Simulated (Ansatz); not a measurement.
Input and command of a plane-wave DFT calculation in Ansatz:

```yaml
crystal:
  lattice:
    - [0.0, 4.6833681978, 4.6833681978]
    - [4.6833681978, 0.0, 4.6833681978]
    - [4.6833681978, 4.6833681978, 0.0]
  atoms:
    - { symbol: Ca, position: [0.8767522735, 0.3744159088, 0.3744159088] }
    - { symbol: Ca, position: [0.3744159088, 0.3744159088, 0.3744159088] }
    - { symbol: Ca, position: [0.3744159088, 0.8767522735, 0.3744159088] }
    - { symbol: Ca, position: [0.3744159088, 0.3744159088, 0.8767522735] }
    - { symbol: Be, position: [0.75, 0.75, 0.75] }
    - { symbol: Bi, position: [0.0, 0.0, 0.0] }
basis:
  ecutwfc: 420
kpoints:
  mp_grid: { grid: [8, 8, 8] }
hamiltonian:
  xc: pbe
scf:
  occupations: { method: gaussian, width: 0.1 }
output:
  forces: true
  stress: true
  eigenvalues: true
  write_density: true
  write_potential: true
  elf: true
  volumetric_format: npy
relax:
  adjacent_minimum: "off"
  f_tol: 0.01
  max_steps: 80
  cell: { stress_tol: 0.05 }
```

```bash
ansatz run input.yaml --threads 1 --pin off --max-ram 2560MiB --backend cpu --events-out ev --progress --plain --runs-dir out
```

Processor: Arm Neoverse V2, 1 thread, on a host shared with other jobs.

Question: Estimate time, memory and problem size.

Answer: About 35 s on 1 thread of Arm Neoverse V2, on a shared host, peak memory 0.49 GiB. It solves 35 bands at 29 k points (the mesh reduced by symmetry) with about 4015 plane waves (on the last cell), in 13 SCF iterations over 2 ionic steps.
